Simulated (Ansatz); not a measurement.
Lu (hcp (Mg type), P6_3/mmc) at seven volumes, plane-wave PAW PBE+D3(BJ) (Ansatz code), shape and atoms relaxed at each. One row is withheld.

| V (Å³/atom) | P (GPa) |
|---|---|
| 25.310 | 5.43 |
| 26.145 | 3.37 |
| 26.979 | ? |
| 27.814 | 0.00 |
| 28.648 | -1.38 |
| 29.482 | -2.59 |
| 30.317 | -3.65 |

Fit the shown pressures and predict the withheld one.

P = (3/2)B₀(x^(7/2) − x^(5/2))[1 + (3/4)(B′ − 4)(x − 1)] with x = (V₀/V)^(2/3). Least squares on the six rows gives V₀ = 27.813 Å³/atom, B₀ = 49.1 GPa, B′ = 3.40. At V = 26.979, x = 1.0205 and P = 1.57 GPa. The run itself gave 1.57 GPa.

Symmetry was held in the PBE+D3(BJ) relaxation. The pairwise dispersion correction was not fitted to metals. Scalar-relativistic: spin–orbit coupling is off unless named, which matters more the heavier the elements.

Potentials: the later of the program's two PAW sets.
